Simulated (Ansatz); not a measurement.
Input file for Ansatz (a first-principles code):

Ansatz 0.2 input:
```yaml
crystal:
  lattice:
    - [-1.7542717603, 1.7542717603, 1.7542717603]
    - [1.7542717603, -1.7542717603, 1.7542717603]
    - [1.7542717603, 1.7542717603, -1.7542717603]
  atoms:
    - { symbol: Mg, position: [0.0, 0.0, 0.0] }
kpoints:
  mp_grid: { grid: [34, 34, 34] }
hamiltonian:
  xc: lda
  pseudopotentials: { azcp: { folder: ./paw }, kind: paw }
scf:
  occupations: { method: fermi_dirac, width: 0.1 }
elastic: { mode: relaxed_ion, stencil: two_point, amplitude: 0.005, f_tol: 0.0005 }
```

Output (shortened):

```
Pseudopotential: Mg, paw, valence charge 10
Functional definition: SPW92
Crystal: 1 atoms, lattice volume = 21.595 Å³
Basis set: ecut = 420 eV, 429 PW (Γ)
Bands: 9, of which v1, the nominal top of the filled ones, is band 5 counted from 1 (4 counted from 0)
Symmetry: 48 space group operations
Space group: Im-3m (ITA 229), of the structure as read, at distance tolerance 2.8e-5 Å
k-points: 1059 of 39304
SCF iter   1: F=—  HF=-1901.607833 eV  |F-HF|=—  |Δ(HF+E_count)|=         —  Δρ=1.50e-2  dr2=5.52e-2  ethr=3.10e-3  ⟨swp⟩=6.0  Hψ=70807  notcnv=0
preconditioner: auto → none
SCF iter   2: F=—  HF=-1901.585564 eV  |F-HF|=—  |Δ(HF+E_count)|=   2.23e-2  Δρ=5.81e-3  dr2=9.68e-3  ethr=5.52e-4  ⟨swp⟩=2.0  Hψ=21958  notcnv=0  defer=3
SCF iter   3: F=—  HF=-1901.581814 eV  |F-HF|=—  |Δ(HF+E_count)|=   3.75e-3  Δρ=6.38e-4  dr2=1.10e-4  ethr=9.68e-5  ⟨swp⟩=1.7  Hψ=10486  notcnv=0  defer=3
SCF iter   4: F=—  HF=-1901.581787 eV  |F-HF|=—  |Δ(HF+E_count)|=   2.79e-5  Δρ=4.28e-5  dr2=1.77e-7  ethr=1.10e-6  ⟨swp⟩=1.3  Hψ=9923  notcnv=0  defer=3
SCF iter   5: F=—  HF=-1901.581785 eV  |F-HF|=—  |Δ(HF+E_count)|=   1.30e-6  Δρ=9.75e-7  dr2=2.40e-10  ethr=1.77e-9  ⟨swp⟩=2.4  Hψ=15124  notcnv=0  defer=3
SCF iter   6: F=—  HF=-1901.581785 eV  |F-HF|=—  |Δ(HF+E_count)|=  1.73e-10  Δρ=9.02e-8  dr2=1.02e-12  ethr=2.40e-12  ⟨swp⟩=1.9  Hψ=10770  notcnv=0  defer=3
SCF iter   7: F=-1901.581785 eV  HF=-1901.581785 eV  |F-HF|=2.27e-13  |Δ(HF+E_count)|=  2.27e-13  Δρ=1.01e-8  dr2=1.35e-14  ethr=1.00e-12  ⟨swp⟩=4.9  Hψ=31709  notcnv=0
SCF 1 converged in 7 iterations: F = -1901.581785 eV  dr2 = 1.35e-14
Crystal: 1 atoms, lattice volume = 21.487 Å³
Symmetry: 16 space group operations
k-points: 2844 of 39304
iter 1 solved again at ethr=1.76e-8 eV; its pass at ethr=3.10e-3 eV (dr2=1.76e-6 eV) is discarded
SCF iter   1: F=—  HF=-1901.581719 eV  |F-HF|=—  |Δ(HF+E_count)|=         —  Δρ=8.57e-5  dr2=1.30e-6  ethr=1.76e-8  ⟨swp⟩=3.2  Hψ=255530  notcnv=0  defer=6
preconditioner: auto → none
SCF iter   2: F=—  HF=-1901.581717 eV  |F-HF|=—  |Δ(HF+E_count)|=   1.38e-6  Δρ=3.95e-5  dr2=2.72e-7  ethr=1.30e-8  ⟨swp⟩=1.0  Hψ=25590  notcnv=0  defer=6
SCF iter   3: F=—  HF=-1901.581717 eV  |F-HF|=—  |Δ(HF+E_count)|=   2.53e-7  Δρ=1.62e-6  dr2=2.36e-10  ethr=2.72e-9  ⟨swp⟩=1.9  Hψ=29075  notcnv=0  defer=6
SCF iter   4: F=—  HF=-1901.581717 eV  |F-HF|=—  |Δ(HF+E_count)|=  3.27e-10  Δρ=3.35e-7  dr2=1.52e-11  ethr=2.36e-12  ⟨swp⟩=2.0  Hψ=40289  notcnv=0  defer=6
SCF iter   5: F=—  HF=-1901.581717 eV  |F-HF|=—  |Δ(HF+E_count)|=  1.75e-11  Δρ=5.03e-8  dr2=3.92e-13  ethr=1.52e-13 (applied; sched 1.00e-12)  ⟨swp⟩=2.0  Hψ=39413  notcnv=0  defer=6
SCF iter   6: F=-1901.581717 eV  HF=-1901.581717 eV  |F-HF|=4.55e-13  |Δ(HF+E_count)|=  4.55e-13  Δρ=3.00e-9  dr2=1.22e-15  ethr=1.00e-12  ⟨swp⟩=4.0  Hψ=72159  notcnv=0
SCF 2 converged in 6 iterations: F = -1901.581717 eV  dr2 = 1.22e-15
Crystal: 1 atoms, lattice volume = 21.703 Å³
iter 1 solved again at ethr=2.62e-9 eV; its pass at ethr=3.10e-3 eV (dr2=2.62e-7 eV) is discarded
SCF iter   1: F=—  HF=-1901.581713 eV  |F-HF|=—  |Δ(HF+E_count)|=         —  Δρ=2.42e-4  dr2=2.62e-7  ethr=2.62e-9  ⟨swp⟩=1.5  Hψ=230252  notcnv=0  defer=5
preconditioner: auto → none
SCF iter   2: F=—  HF=-1901.581723 eV  |F-HF|=—  |Δ(HF+E_count)|=   9.98e-6  Δρ=1.21e-4  dr2=6.55e-8  ethr=2.62e-9  ⟨swp⟩=1.0  Hψ=25590  notcnv=0  defer=5
SCF iter   3: F=—  HF=-1901.581726 eV  |F-HF|=—  |Δ(HF+E_count)|=   3.33e-6  Δρ=4.39e-8  dr2=1.72e-13  ethr=6.55e-10  ⟨swp⟩=1.0  Hψ=25590  notcnv=0  defer=5
SCF iter   4: F=-1901.581726 eV  HF=-1901.581726 eV  |F-HF|=2.27e-13  |Δ(HF+E_count)|=  2.27e-12  Δρ=1.20e-8  dr2=2.12e-14  ethr=1.00e-12  ⟨swp⟩=5.1  Hψ=90873  notcnv=0
SCF 3 converged in 4 iterations: F = -1901.581726 eV  dr2 = 2.12e-14
Crystal: 1 atoms, lattice volume = 21.595 Å³
Symmetry: 8 space group operations
k-points: 5373 of 39304
iter 1 solved again at ethr=1.05e-8 eV; its pass at ethr=3.10e-3 eV (dr2=1.05e-6 eV) is discarded
SCF iter   1: F=—  HF=-1901.581728 eV  |F-HF|=—  |Δ(HF+E_count)|=         —  Δρ=1.42e-4  dr2=1.17e-6  ethr=1.05e-8  ⟨swp⟩=3.4  Hψ=483810  notcnv=0  defer=9
preconditioner: auto → none
SCF iter   2: F=—  HF=-1901.581730 eV  |F-HF|=—  |Δ(HF+E_count)|=   2.22e-6  Δρ=6.98e-5  dr2=2.39e-7  ethr=1.05e-8  ⟨swp⟩=1.0  Hψ=48348  notcnv=0  defer=9
SCF iter   3: F=—  HF=-1901.581731 eV  |F-HF|=—  |Δ(HF+E_count)|=   7.56e-7  Δρ=3.30e-6  dr2=8.59e-11  ethr=2.39e-9  ⟨swp⟩=1.0  Hψ=48348  notcnv=0  defer=9
SCF iter   4: F=—  HF=-1901.581731 eV  |F-HF|=—  |Δ(HF+E_count)|=   2.14e-9  Δρ=2.88e-7  dr2=1.21e-12  ethr=8.59e-13 (applied; sched 1.00e-12)  ⟨swp⟩=2.1  Hψ=75884  notcnv=0  defer=9
SCF iter   5: F=—  HF=-1901.581731 eV  |F-HF|=—  |Δ(HF+E_count)|=  1.18e-11  Δρ=2.74e-8  dr2=6.01e-14  ethr=1.00e-12  ⟨swp⟩=4.8  Hψ=156597  notcnv=0
SCF iter   6: F=-1901.581731 eV  HF=-1901.581731 eV  |F-HF|=2.27e-13  |Δ(HF+E_count)|=  4.55e-13  Δρ=2.13e-9  dr2=2.21e-16  ethr=1.00e-12  ⟨swp⟩=3.3  Hψ=126225  notcnv=0
SCF 4 converged in 6 iterations: F = -1901.581731 eV  dr2 = 2.21e-16
Crystal: 1 atoms, lattice volume = 21.595 Å³
iter 1 solved again at ethr=6.76e-10 eV; its pass at ethr=3.10e-3 eV (dr2=6.76e-8 eV) is discarded
SCF iter   1: F=—  HF=-1901.581728 eV  |F-HF|=—  |Δ(HF+E_count)|=         —  Δρ=1.22e-4  dr2=6.76e-8  ethr=6.76e-10  ⟨swp⟩=1.4  Hψ=433984  notcnv=0  defer=3
preconditioner: auto → none
SCF iter   2: F=—  HF=-1901.581730 eV  |F-HF|=—  |Δ(HF+E_count)|=   2.39e-6  Δρ=6.10e-5  dr2=1.68e-8  ethr=6.76e-10  ⟨swp⟩=1.0  Hψ=48348  notcnv=0  defer=3
SCF iter   3: F=—  HF=-1901.581731 eV  |F-HF|=—  |Δ(HF+E_count)|=   7.95e-7  Δρ=6.23e-8  dr2=3.80e-13  ethr=1.68e-10  ⟨swp⟩=1.0  Hψ=48348  notcnv=0  defer=3
SCF iter   4: F=-1901.581731 eV  HF=-1901.581731 eV  |F-HF|=2.27e-13  |Δ(HF+E_count)|=  1.14e-12  Δρ=1.21e-8  dr2=1.48e-14  ethr=1.00e-12  ⟨swp⟩=4.9  Hψ=157604  notcnv=0
SCF 5 converged in 4 iterations: F = -1901.581731 eV  dr2 = 1.48e-14
SCF converged after 7 iterations
Free energy (F): -1901.581785 eV
Harris-Foulkes:  -1901.581785 eV  (|F-HF|=2.27e-13)
Internal energy: -1901.568013 eV  (E = F + TS)
E sigma→0 (E₀):  -1901.574899 eV
Entropy (-TS):   -0.013772 eV (-13.772 meV/atom)
Fermi energy:    5.960770 eV
--- Per-component energies (eV) ---
  E_band       = -353.214373
  E_kinetic    = 69.921122
  E_local      = -1688.907577  (includes V_loc(G=0)·N_el)
  E_nonlocal   = 196.095344
  E_hartree    = 574.017832
  E_xc         = -25.999262
  E_vxc        = -33.774865  (∫ρ·V_xc dr)
  E_paw        = -280.044883  (= ΣΔE_a)
  E_vpaw       = -44.583924  (= ΣTr[D̂ρ^β])
  E_aug_tail   = -0.000135  (compensation charges beyond the density's cutoff)
  E_ewald      = -746.800933
  E_core_change = 0.150479  (= ΣΔE_core)
  E_smearing   = -0.013772  (= −TS)
  E_closure    = 0.000000  (closes the sum)
  Σ components = -1901.581785   (vs F -1901.581785, Δ=0.00e0)
  [band-id]    e_kinetic+e_local+e_nonlocal+2·e_hartree+e_vxc+e_vpaw+e_augmentation_tail = -353.214372   (vs E_band -353.214373, Δ=8.75e-7)
--- Forces (eV/Å), atoms counted from 1 ---
  atom   1  Mg     0.00000000     0.00000000     0.00000000
  max |Σ_I F_I| component: 0.0 eV/Å
--- Stress (GPa, compression-positive) ---
        0.005783       0.000000       0.000000
        0.000000       0.005783       0.000000
        0.000000       0.000000       0.005783
  P = ⅓ Tr σ = 0.0058 GPa (0.058 kbar)
--- Band table (eV; the first three rows and the last of 1059) ---
  k-point 0: bands = ["-69.3618", "-36.7668", "-36.7668", "-36.7668", "-1.2546", "19.2467", "19.2467", "19.2467", "21.4082"]
  k-point 1: bands = ["-69.3618", "-36.7672", "-36.7669", "-36.7668", "-1.2333", "18.9882", "19.1301", "19.1347", "21.0340"]
  k-point 2: bands = ["-69.3617", "-36.7682", "-36.7673", "-36.7668", "-1.1695", "18.2840", "18.8294", "18.8589", "20.5368"]
  k-point 1058: bands = ["-69.3536", "-36.7985", "-36.7985", "-36.7985", "9.9284", "9.9284", "9.9284", "10.0340", "10.0340"]
--- Elastic constants: 2 strain directions × 2 members + reference (group order 48) ---
  dense FFT box of the reference and of every strained cell: 24×24×24
  strains applied: 11, 23; error gains: componentwise 1.00 (the most a stress slope's error grows in a printed constant), spectral 1.73 (1 for all six strains …
  C = ∂σ_k/∂η_j (tension-positive GPa; Voigt order 11 22 33 23 13 12):
        37.602     39.234     39.234      0.000      0.000      0.000
        39.234     37.602     39.234      0.000      0.000      0.000
        39.234     39.234     37.602      0.000      0.000      0.000
         0.000      0.000      0.000     32.266      0.000      0.000
         0.000      0.000      0.000      0.000     32.266      0.000
         0.000      0.000      0.000      0.000      0.000     32.266
  reference stress σ⁰ (GPa):     -0.006     -0.006     -0.006      0.000      0.000      0.000
  C* (energy form; C + prestress term) asymmetry max|C*_kj − C*_jk| = 7.105e-15 GPa — a small one proves nothing (zero by symmetry where the batch's group is …
  moduli (Voigt/Reuss/Hill, GPa): K = 38.69/38.69/38.69   G = 19.03/-2.12/8.46   E = 23.65   ν = 0.398
  mechanically stable: NO (min eigenvalue of sym C = -1.63 GPa)
  where every solve meets its electron count the energy-path curvature estimates C_jj along a normal strain and C_jj − ¼(σ⁰_aa + σ⁰_bb) along a shear (ab), of …
  strain η (Voigt 11):  stress-route row diagonal C_11 = 37.60 GPa, energy-path curvature d²(F+E_count+ΔE)/dδ²/Ω₀ = 37.69 GPa
         δ    σ_11 (GPa)             F (eV)   n_scf  n_hpsi   n_pw
    -5.000e-3      -0.1977       -1901.5817171       6  501668    435   relax 0 steps, max|allowed force component| 0.00e0 eV/Å
     5.000e-3       0.1784       -1901.5817261       4  411955    438   relax 0 steps, max|allowed force component| 0.00e0 eV/Å
  strain η (Voigt 23):  stress-route row diagonal C_44 = 32.27 GPa, energy-path curvature d²(F+E_count+ΔE)/dδ²/Ω₀ = 32.31 GPa
         δ    σ_23 (GPa)             F (eV)   n_scf  n_hpsi   n_pw
    -5.000e-3      -0.1613       -1901.5817307       6  1014092    437   relax 0 steps, max|allowed force component| 0.00e0 eV/Å
     5.000e-3       0.1613       -1901.5817307       4  763172    437   relax 0 steps, max|allowed force component| 0.00e0 eV/Å
```

Cost: around 4 core-minutes (rough) on shared cores.

The first step of the workflow began from a Materials Project structure, measured or hypothetical; the Crystallography Open Database copy checked does not list it. It is not the phase usual at ambient conditions (space group No. 194). Symmetry was held in the LDA relaxation. At this level the phase is mechanically unstable. As this level gives no gap, shear constants depend on the k-mesh and smearing (Fermi–Dirac, 0.1 eV here).

Potentials: the earlier of the program's two PAW sets. The files were generated under PBE; for other functionals the program regenerates the frozen cores, and for LDA and PBEsol the local potential too.

Ansatz is a plane-wave DFT program.
